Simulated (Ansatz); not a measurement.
# Tl

```yaml
crystal:
  lattice:
    - [3.45600, 0.00000, 0.00000]
    - [-1.72800, 2.99298, 0.00000]
    - [0.00000, 0.00000, 5.52500]
  atoms:
    - { symbol: Tl, position: [0.33333, 0.66667, 0.25000] }
    - { symbol: Tl, position: [0.66667, 0.33333, 0.75000] }
```

Atoms are numbered in the order listed.

Structure: COD 9008519, as refined from experiment and not relaxed.

Spin–orbit coupling is left out, though it moves levels of the heavy atoms by tenths of an eV or more.

Method: DFT, LDA, all-electron LAPW, scalar-relativistic in Ansatz 0.2.0.

Sampling and basis: a Γ-centred 11×11×6 k mesh, Fermi–Dirac smearing of 0.05 eV, basis error target 0.5 meV/atom, no spin polarisation.

```yaml
Pressure_at_this_cell: -1.77 GPa
Band_gap: "none: bands cross the Fermi level, a metal"
Stress_xx_yy_zz_compression_positive: -1.75, -1.75, -1.81 GPa
Density_of_states_at_the_Fermi_level_0.2_eV_bin: 0.72 states/eV per cell
Volume_per_atom: 28.57 Å³
```
